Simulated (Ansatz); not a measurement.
## Energy against volume for VO2 (rutile)

VO2 (rutile)

```xyz
6
Lattice="4.5836 0.0000 0.0000 0.0000 4.5836 0.0000 0.0000 0.0000 2.8386" Properties=species:S:1:pos:R:3 pbc="T T T"
V      0.0000     0.0000     0.0000
V      2.2918     2.2918     1.4193
O      1.3752     1.3752     0.0000
O      3.6670     0.9166     1.4193
O      0.9166     3.6670     1.4193
O      3.2084     3.2084     0.0000
```

E(V) scan at fixed shape, V₀ the volume above. The atoms relax within the cell's symmetry.

All values below come from PBE (plane waves to 420 eV, PAW, scalar-relativistic; Ansatz, a quantum-chemistry and plane-wave program). k mesh 10×10×16 (Γ-centred), Fermi-Dirac smearing 0.05 eV. The energy includes the smearing's −TS. Compression counts positive. With the shape held, the modulus is that of even scaling; a crystal free to change shape is softer. Relaxed VO2 ends ferromagnetic. This is a high-temperature form of VO2. VO2 is run spin-polarised and with no Hubbard U. VO2 was relaxed with its symmetry unable to fall. Other magnetic orders were not checked, so this need not be the ground state. The zero of ΔE is the relaxed starting cell.

| V/V₀ | ΔE (meV/atom) | P (GPa) | moment (μB/cell) |
|---|---|---|---|
| 0.940 | 29 | 16.3 | 1.98 |
| 0.952 | 18 | 12.6 | 1.99 |
| 0.964 | 10 | 9.1 | 1.99 |
| 0.976 | 4 | 5.9 | 2.00 |
| 0.988 | 1 | 2.8 | 2.00 |
| 1.000 | 0 | 0.0 | 2.00 |
| 1.012 | 1 | -2.6 | 2.00 |
| 1.024 | 4 | -5.0 | 2.00 |
| 1.036 | 8 | -7.3 | 2.00 |
| 1.048 | 15 | -9.4 | 2.00 |
| 1.060 | 22 | -11.2 | 2.00 |

What the scan shows:

```yaml
pressure_at_the_smallest_volume: 16.3 GPa
energy_cost_of_the_largest_compression: 29 meV/atom
energy_cost_of_the_largest_expansion: 22 meV/atom
Bulk modulus at fixed cell shape B₀ (third-order Birch-Murnaghan fit): 226 GPa
Pressure derivative B₀′ (fit): 5.1
equilibrium_volume_of_the_fit: 9.94 Å³/atom
Pressure for 5 % compression (fit): 13.2 GPa
```

(A scan under strain: stresses follow from slopes of the energy per volume, elastic moduli from its curvatures.)
